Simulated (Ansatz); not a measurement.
The relaxed structure here is a generated cell of TiB2: the first start was made by placing the elements on the sites of a structure type, and the end was not matched to a known phase here, so it may be hypothetical. Known forms of TiB2 include space group No. 191.

A relaxed cell of TiB₂ (I4/mmm (No. 139)), relaxed on a k-mesh at least as fine as the one used below. These are r2SCAN (plane waves to 500 eV, PAW, scalar-relativistic; Ansatz, a program for electronic structure) values and carry that method's errors. Γ-centred k-mesh 14×14×14 on the run's cell (coarser than for final values), Fermi–Dirac smearing 0.05 eV.

```yaml
crystal:
  lattice:
    - [-3.22036, 3.22036, 5.96996]
    - [0.00000, 0.00000, 5.96996]
    - [0.00000, 3.22036, 0.00000]
  atoms:
    - { symbol: Ti, position: [0.00000, 0.00000, 0.00000] }
    - { symbol: Ti, position: [0.50000, 0.00000, 0.00000] }
    - { symbol: B, position: [0.00000, 0.36916, 0.00000] }
    - { symbol: B, position: [0.50000, 0.36916, 0.00000] }
    - { symbol: B, position: [0.00000, 0.63084, 0.00000] }
    - { symbol: B, position: [0.50000, 0.63084, 0.00000] }
```

The atoms are displaced along an unstable phonon of this cell by (Å):

```json
[
 {"atom": "Ti1", "ux": "0.000", "uy": "-0.079", "uz": "0.000"},
 {"atom": "Ti2", "ux": "0.000", "uy": "0.079", "uz": "0.000"},
 {"atom": "B3", "ux": "0.000", "uy": "0.150", "uz": "0.000"},
 {"atom": "B4", "ux": "0.000", "uy": "-0.150", "uz": "0.000"},
 {"atom": "B5", "ux": "0.000", "uy": "0.150", "uz": "0.000"},
 {"atom": "B6", "ux": "0.000", "uy": "-0.150", "uz": "0.000"}
]
```

Problem. What forces (eV/Å) and pressure result?

Solution. 
| atom | Fx | Fy | Fz |
|---|---|---|---|
| Ti1 | 0.00 | -1.32 | 0.00 |
| Ti2 | 0.00 | 1.32 | 0.00 |
| B3 | 0.00 | 0.45 | -0.40 |
| B4 | 0.00 | -0.45 | -0.40 |
| B5 | 0.00 | 0.45 | 0.40 |
| B6 | 0.00 | -0.45 | 0.40 |

Pressure -1.0 GPa.

Problem. Estimate the energy cost of the displacement in the harmonic approximation and compare with the calculation.

Solution. For a harmonic well ΔE = −½ Σ F·u = -0.238 eV a cell, or -40 meV/atom. The calculated energy relative to the undisplaced cell is -0.05 eV/atom, so the harmonic estimate holds well.

The undisplaced cell is probably no minimum: from this displacement the run went on to P6/mmm (No. 191), 1.24 eV/atom below it.

No spin polarisation in the result.
